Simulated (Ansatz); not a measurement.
Ta2O5: symmetry broken, then relaxed

These are results of DFT PBEsol, scalar-relativistic, plane waves, PAW in Ansatz 0.2.0, not measurements. The runs took a 420 eV cutoff, a Γ-centred 8×8×4 mesh and Gaussian smearing (0.03 eV). Spin–orbit coupling is left out, which can shift energies with elements as heavy as these. No spin polarisation. Energies are free energies at this smearing, counted from the undisturbed cell; pressure is positive in compression.

The undisturbed cell (relaxed at this level; it needn't be the usual structure):

```
Ta O
1.0
     3.66999    0.00000    0.00000
     0.00000    3.85909    0.00000
     0.00000    0.00000    6.43348
Ta O
2 5
Direct
  0.50000 0.00000 0.50000
  0.00000 0.00000 0.00000
  0.50000 0.50000 0.50000
  0.00000 0.00000 0.67925
  0.00000 0.50000 0.00000
  0.50000 0.00000 0.00000
  0.00000 0.00000 0.32075
```

The atoms are displaced (Å, in the unstrained cell):

```csv
atom,ux,uy,uz
Ta1,-0.013,0.037,0.051
Ta2,0.077,-0.220,-0.308
O3,-0.013,0.037,0.051
O4,-0.013,0.037,0.051
O5,-0.013,0.037,0.051
O6,-0.013,0.037,0.051
O7,-0.013,0.037,0.051
```

Cell and atoms are then relaxed.

Question: Does the relaxation return to the undisturbed structure?

Answer: No. It ends 322.5 meV/atom below it. The disturbance itself cost 208.3 meV/atom. The final space group reads C2/m (tolerance 0.05 Å) and the volume changes by 5.88 %.

Final structure:

```
Ta O
1.0
     3.79902   -0.00069    0.54730
    -0.00072    3.86995    0.00877
     0.95942    0.01462    6.70006
Ta O
2 5
Direct
  0.36098 0.02108 0.42193
  0.06761 0.97892 0.00665
  0.36519 0.50629 0.41560
  0.21431 0.00000 0.71429
  0.06334 0.49371 0.01298
  0.52855 0.99879 0.08465
  0.90002 0.00121 0.34392
```

The relaxation, step by step (energy from the first step; small jumps at an unchanged geometry come where the plane waves are selected anew for the new cell):

```
step  ΔE (meV/atom) largest force component (eV/Å) pressure (GPa)
   1            0.0                           9.265            8.62
   2         -257.9                           1.635            0.69
   4         -365.8                           1.186            1.07
   5         -382.6                           1.250            1.12
   6         -443.0                           1.331            0.38
   8         -505.3                           0.335           -0.36
   9         -504.7                           0.776           -0.98
  10         -506.8                           0.268           -0.17
  12         -508.5                           0.003            0.02
  13         -521.3                           0.010            1.18
  14         -527.0                           0.041            0.33
  15         -527.1                           0.010           -0.07
  17         -527.2                           0.005           -0.03
  18         -527.2                           0.008            0.03
  19         -527.2                           0.009            0.02
  21         -530.0                           0.006            0.21
  22         -530.1                           0.163            0.42
  23         -530.5                           0.003            0.02
  25         -530.8                           0.001            0.00
  26         -530.8                           0.001            0.00
```

Frames along the relaxation (Å, eV/Å):

```xyz
7
Lattice="3.670 0.000 0.000 0.000 3.859 0.000 0.000 0.000 6.433" Properties=species:S:1:pos:R:3:forces:R:3 pbc="T T T" step=1
Ta    1.822    0.037    3.268    0.008    0.109   -3.858
Ta    0.077   -0.220   -0.308   -2.050    3.282    9.265
O     1.822    1.966    3.268    0.004    0.021    0.744
O    -0.013    0.037    4.421   -0.262    0.703   -6.922
O    -0.013    1.966    0.051   -0.178   -4.722   -0.114
O     1.822    0.037    0.051    2.438    0.683   -0.063
O    -0.013    0.037    2.115    0.039   -0.077    0.948
7
Lattice="3.519 0.004 -0.005 0.004 3.874 0.018 -0.008 0.031 6.523" Properties=species:S:1:pos:R:3:forces:R:3 pbc="T T T" step=3
Ta    1.763    0.029    2.980    0.011    0.128    0.307
Ta    0.004   -0.161   -0.126   -0.358    0.100   -1.513
O     1.763    1.964    3.223    0.017   -0.038   -0.137
O     0.006    0.024    4.459   -0.017   -0.092    0.164
O    -0.023    1.907    0.062    0.048    0.075   -0.250
O     1.751    0.173    0.360    0.365   -0.044    1.666
O     0.003    0.006    2.098   -0.066   -0.129   -0.238
7
Lattice="3.683 -0.002 0.048 -0.002 3.791 -0.003 0.084 -0.005 6.410" Properties=species:S:1:pos:R:3:forces:R:3 pbc="T T T" step=5
Ta    1.816   -0.004    2.706   -0.890   -0.038    1.015
Ta   -0.001    0.017   -0.152    0.053   -0.078    0.749
O     1.886    1.888    3.146    0.058    0.036   -0.241
O     0.212   -0.017    4.445    0.756    0.047   -1.250
O    -0.035    1.899    0.081   -0.038    0.024   -0.265
O     1.828   -0.016    0.641   -0.003    0.047   -0.319
O    -0.016    0.011    2.021    0.063   -0.038    0.311
7
Lattice="3.730 -0.001 0.218 -0.001 3.801 0.006 0.382 0.010 6.473" Properties=species:S:1:pos:R:3:forces:R:3 pbc="T T T" step=7
Ta    1.706    0.002    2.849    0.186   -0.012   -0.945
Ta    0.091    0.011   -0.111   -0.127   -0.058    1.320
O     1.963    1.902    3.200    0.091    0.033   -0.595
O     0.819    0.002    4.534   -0.280    0.017    0.799
O    -0.024    1.903    0.024   -0.153    0.005   -0.295
O     1.870   -0.013    0.702    0.200    0.053   -0.530
O    -0.066    0.013    2.081    0.083   -0.038    0.246
7
Lattice="3.801 0.000 0.325 0.000 3.838 0.000 0.570 0.000 6.574" Properties=species:S:1:pos:R:3:forces:R:3 pbc="T T T" step=9
Ta    1.724    0.001    2.941   -0.061    0.003   -0.776
Ta    0.160   -0.004    0.018   -0.068    0.007    0.759
O     1.899    1.920    2.918   -0.035    0.000    0.183
O     1.224    0.003    4.766    0.024   -0.010   -0.005
O    -0.038    1.918    0.033    0.082    0.004   -0.174
O     1.952    0.000    0.739   -0.055   -0.002    0.078
O    -0.079    0.001    2.221    0.113   -0.002   -0.065
7
Lattice="3.799 0.000 0.320 0.000 3.833 0.000 0.560 0.000 6.548" Properties=species:S:1:pos:R:3:forces:R:3 pbc="T T T" step=11
Ta    1.720   -0.001    2.911   -0.015    0.000   -0.003
Ta    0.148    0.002    0.032    0.009   -0.004    0.002
O     1.912    1.916    2.954    0.007    0.000    0.005
O     1.219    0.000    4.747   -0.005   -0.001    0.000
O    -0.047    1.917   -0.015   -0.002    0.003   -0.002
O     1.943    0.000    0.753    0.023    0.001   -0.012
O    -0.076   -0.001    2.191   -0.017    0.001    0.010
7
Lattice="3.797 0.000 0.323 0.000 3.834 0.000 0.566 0.000 6.552" Properties=species:S:1:pos:R:3:forces:R:3 pbc="T T T" step=13
Ta    1.718    0.000    2.914   -0.003    0.000    0.002
Ta    0.152    0.000    0.033    0.004    0.000   -0.002
O     1.910    1.917    2.957    0.000    0.000    0.000
O     1.218    0.000    4.749   -0.001    0.000    0.000
O    -0.041    1.917   -0.011    0.000    0.000    0.000
O     1.946    0.000    0.753   -0.007    0.000   -0.010
O    -0.077    0.000    2.193    0.007    0.000    0.009
7
Lattice="3.808 -0.001 0.482 -0.001 3.857 0.001 0.845 0.002 6.659" Properties=species:S:1:pos:R:3:forces:R:3 pbc="T T T" step=16
Ta    1.758    0.016    2.990   -0.004    0.002   -0.005
Ta    0.236   -0.015    0.070    0.004   -0.003    0.004
O     1.835    1.933    2.964    0.000    0.000    0.001
O     1.420    0.001    4.860    0.000    0.000    0.000
O     0.158    1.924    0.098    0.000    0.001   -0.001
O     2.051   -0.001    0.817   -0.002    0.000    0.008
O    -0.057    0.001    2.243    0.002    0.000   -0.007
7
Lattice="3.806 -0.001 0.487 -0.001 3.858 0.003 0.854 0.006 6.663" Properties=species:S:1:pos:R:3:forces:R:3 pbc="T T T" step=18
Ta    1.759    0.040    2.993    0.002    0.004    0.006
Ta    0.238   -0.038    0.071   -0.002   -0.004   -0.006
O     1.831    1.943    2.967    0.001   -0.006    0.000
O     1.425    0.004    4.863    0.000    0.000   -0.002
O     0.165    1.917    0.101    0.000    0.008    0.000
O     2.053   -0.003    0.821    0.006   -0.001    0.004
O    -0.056    0.005    2.243   -0.007   -0.001   -0.003
7
Lattice="3.804 -0.002 0.490 -0.002 3.864 0.006 0.860 0.010 6.661" Properties=species:S:1:pos:R:3:forces:R:3 pbc="T T T" step=20
Ta    1.761    0.068    2.993   -0.003   -0.002    0.005
Ta    0.238   -0.065    0.072    0.002    0.003   -0.005
O     1.822    1.955    2.967    0.000    0.003    0.000
O     1.429    0.006    4.863    0.000    0.000   -0.001
O     0.174    1.913    0.103    0.000   -0.004    0.000
O     2.055   -0.004    0.823   -0.002    0.000    0.003
O    -0.057    0.008    2.242    0.002    0.000   -0.003
7
Lattice="3.798 -0.003 0.548 -0.003 3.877 0.011 0.960 0.018 6.684" Properties=species:S:1:pos:R:3:forces:R:3 pbc="T T T" step=22
Ta    1.775    0.122    3.019    0.047   -0.068   -0.162
Ta    0.265   -0.117    0.081   -0.046    0.086    0.163
O     1.791    1.979    2.975   -0.010    0.061    0.041
O     1.501    0.013    4.892   -0.002   -0.001    0.008
O     0.244    1.905    0.135    0.011   -0.076   -0.040
O     2.087   -0.007    0.852    0.043   -0.002   -0.004
O    -0.048    0.014    2.248   -0.042    0.000   -0.005
7
Lattice="3.800 -0.001 0.539 -0.001 3.870 0.009 0.945 0.015 6.693" Properties=species:S:1:pos:R:3:forces:R:3 pbc="T T T" step=24
Ta    1.774    0.090    3.019    0.001   -0.002   -0.003
Ta    0.260   -0.084    0.080   -0.001    0.003    0.003
O     1.790    1.967    2.985    0.000    0.000    0.000
O     1.489    0.010    4.896    0.000    0.000    0.002
O     0.242    1.910    0.123    0.000    0.000   -0.001
O     2.084   -0.005    0.851    0.000    0.001    0.000
O    -0.051    0.011    2.248    0.000   -0.002   -0.001
7
Lattice="3.799 -0.001 0.547 -0.001 3.870 0.009 0.959 0.015 6.700" Properties=species:S:1:pos:R:3:forces:R:3 pbc="T T T" step=26
Ta    1.776    0.087    3.025   -0.001    0.000    0.000
Ta    0.263   -0.082    0.081    0.001    0.000    0.000
O     1.786    1.965    2.989   -0.001    0.000    0.000
O     1.499    0.010    4.903    0.000    0.000    0.000
O     0.253    1.911    0.126    0.001    0.000    0.000
O     2.089   -0.004    0.856    0.000    0.000    0.000
O    -0.050    0.010    2.250    0.000    0.000    0.000
```

Cost: 3 runs of about 9.1 core-minutes in all, on Intel Xeon 6975P-C (Granite Rapids) (shared hosts).